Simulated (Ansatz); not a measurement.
## NiAsRh: checking dH/dP = V

Computed with Ansatz 0.2.0, DFT r2SCAN, scalar-relativistic, plane waves, PAW. Settings: 500 eV cutoff, 10×10×6 k-mesh, Gaussian smearing of 0.10 eV, no spin polarisation.

The relaxed crystal:

```
CELL_PARAMETERS angstrom
3.58534 0.00000 0.00000
0.00000 3.58534 0.00000
0.00000 0.00000 6.10600
ATOMIC_POSITIONS crystal
Ni 0.00000 0.00000 0.00000
Ni 0.50000 0.50000 0.00000
As 0.00000 0.50000 0.25075
As 0.50000 0.00000 0.74925
Rh 0.00000 0.50000 0.63828
Rh 0.50000 0.00000 0.36172
```

Cell and atoms were relaxed at each target pressure within the start's symmetry (P4/nmm), at zero temperature; other phases can be more stable under pressure. H = E + PV with P the target; E is the free energy at the smearing used, whose derivative the pressure is, per atom and counted from zero pressure. Spin polarisation was left out, and a magnetic state may lie lower.

```csv
P (GPa),V (Å³/atom),E − E0 (meV),H − H0 (meV)
0,13.082,0.0,0.0
2,12.958,0.8,162.5
5,12.782,4.6,403.5
10,12.522,16.8,798.3
20,12.080,57.7,1565.6
40,11.396,183.5,3028.6
```

Question: Thermodynamics gives dH/dP = V along a relaxed path. Integrate V over P by the trapezoid rule and compare with the computed enthalpies.

Answer: With 1 eV/Å³ = 160.22 GPa, each step adds the mean volume times ΔP / 160.22:
```csv
P (GPa),∫V dP (meV),H − H0 (meV),difference (meV)
2,162.5,162.5,0.0
5,403.5,403.5,0.0
10,798.4,798.3,0.0
20,1566.1,1565.6,0.5
40,3031.3,3028.6,2.8
```

V(P) curves upward, so the trapezoid rule runs high; integrating a smooth curve through the same points (P as a polynomial of degree 4 in ln V) puts that excess at about 2.7 meV at 40 GPa, against the 2.8 meV found.

Question: At 40 GPa, how much of the enthalpy change is stored energy and how much is the PV term?

Answer: E rises by 184 meV/atom and PV is 40 × 11.396 / 160.22 = 2845 meV/atom, so PV makes 94 % of ΔH. So between rival structures at high pressure a small difference in volume can outweigh the difference in energy: 1 % of this volume is worth 28.5 meV/atom at this pressure.

Question: What bulk modulus do the lowest pressures give, and how is the compression shared among the axes?

Answer: From the pressures that the runs reached, -2.00 GPa (13.214 Å³) and 2.00 GPa (12.958 Å³), B = −ΔP/Δln V = 4.00 / 0.0195 = 205 GPa, a mean over that range. The linear compressibilities −Δln(length)/ΔP are 1.88 along a, 1.88 along b, 1.12 along c (in TPa⁻¹). With fixed angles they add up to 1/B: 4.87 against 4.87. Softest: a and b, at 39 % of the volume change per axis.